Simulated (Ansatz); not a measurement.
Structures of Re3B2: which is lowest?

Plane-wave DFT in Ansatz with scalar-relativistic PAW potentials, cutoff 420 eV, Γ-centred meshes chosen by cell and gap, Gaussian smearing with energies taken to zero width. Every cell was relaxed (cell and atoms) in a run of its own, within the symmetry of its start. Functional: PBE.

Relaxed structures (starts from databases or built by putting these elements on another compound's sites):
A. R-3m, 5 atoms in the computed cell, a = 2.966 Å, c = 22.924 Å; sites (symmetry × multiplicity) Re -3m × 3 + 3m × 6, B 3m × 6; start: built
B. P-3m1, 5 atoms in the computed cell, a = 3.543 Å, c = 5.605 Å; sites (symmetry × multiplicity) Re -3m. × 1 + 3m. × 2, B 3m. × 2; start: built

**Question.** Rank them by energy. Could pressure change the order?

**Answer.**
| structure | group | E − E(lowest) (meV/atom) | V (Å³/atom) | gap on mesh (eV) |
| --- | --- | --- | --- | --- |
| A | R-3m | 0.0 | 11.64 | 0.00 |
| B | P-3m1 | 193 | 12.19 | 0.00 |

A is lowest, 193 meV/atom under B. The lowest is also the densest of these, so pressure wouldn't bring one of the others in at first order. Other structures may lie lower than all of these, and vibrations aren't counted.

Spin-orbit coupling is left out, which matters for the bands of heavy elements.